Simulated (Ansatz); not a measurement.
# SnTe: energy along a strain

SnTe, Fm-3m, a = 6.313 Å (as given, not relaxed at this level: -0.5 GPa). Ansatz: PBEsol, PAW, 420 eV, Γ-centred 10×10×10 mesh on 2 atoms, Gaussian smearing 0.03 eV; no spin polarisation. Cell vectors (Å): 0.000 3.156 3.156; 3.156 0.000 3.156; 3.156 3.156 0.000. The cell is strained by x per cent times the pattern (1 1 0 0 0 0) in the order xx yy zz yz xz xy (engineering shears), with fractional coordinates held. y is the free energy over the start, V0 = 31.450 Å³/atom.

```
x (%) y (meV/atom)
-4.00         39.80
-3.00         19.76
-2.00          6.91
-1.00             ?
 0.00          0.00
 1.00          4.66
 2.00         13.94
 3.00         27.31
 3.50         35.38
 4.00         44.30
```

Problem. Fit y = c1 x + c2 x² + c3 x³ to the other rows, get the stiffness along the pattern, and predict the missing energy.

Solution. Least squares on the rows shown. y = 2.1511 x + 2.6236 x² − 0.099384 x³. The clamped-ion stiffness p·C·p = 2 × 26.24 eV × 160.2 / 31.450 Å³ = 267 GPa (second derivative at the start, which stands under stress). At x = -1.00 the fit asked for gives 0.57 meV/atom. The run gave 0.55 meV/atom, so the fit is 0.02 meV/atom too high, within the rms miss on the fitted rows (0.06 meV/atom).